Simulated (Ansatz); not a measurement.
Start of a relaxation of Sn4SeS3:

```
CELL_PARAMETERS angstrom
-2.97840 2.97840 5.95680
2.97840 -2.97840 5.95680
2.97840 2.97840 -5.95680
ATOMIC_POSITIONS crystal
Sn 0.75000 0.75000 0.00000
Sn 0.25000 0.25000 0.00000
Sn 0.50000 0.00000 0.50000
Sn 0.00000 0.50000 0.50000
Se 0.00000 0.00000 0.00000
S 0.50000 0.50000 0.00000
S 0.25000 0.75000 0.50000
S 0.75000 0.25000 0.50000
```

These are results of DFT PBE, scalar-relativistic, plane waves, PAW in Ansatz, not measurements. Cutoff 420 eV, Gaussian smearing, Γ-centred meshes. Cell and atoms relax on a converged mesh. The steps can't lower the symmetry of their start. No spin polarisation.

A guess keeps its type if space group and coordination stay and the shape of the cell changes little (axis ratios within about 15 %, angles within 6°); the volume may change.

Problem. Does this structure survive the relaxation?

Solution. It keeps its type. The symmetry stays I4/mmm (No. 139). The volume per atom shrinks by 2.5 %, from 26.4 to 25.8 Å³. The shortest distance goes from 2.98 Å (Sn–S and Sn–Se) to 2.88 Å (Sn–S). The ratio c/a of the conventional cell changes by a factor of 1.00. Counting neighbours within 15 % of an atom's shortest distance, the start has S 6, Se 6, Sn 6 and the end S 6, Se 6, Sn 6.

The last run used an 8×8×8 mesh for its 8-atom cell and Gaussian smearing of 0.02 eV. A structure relaxed within its symmetry needn't be a true minimum.
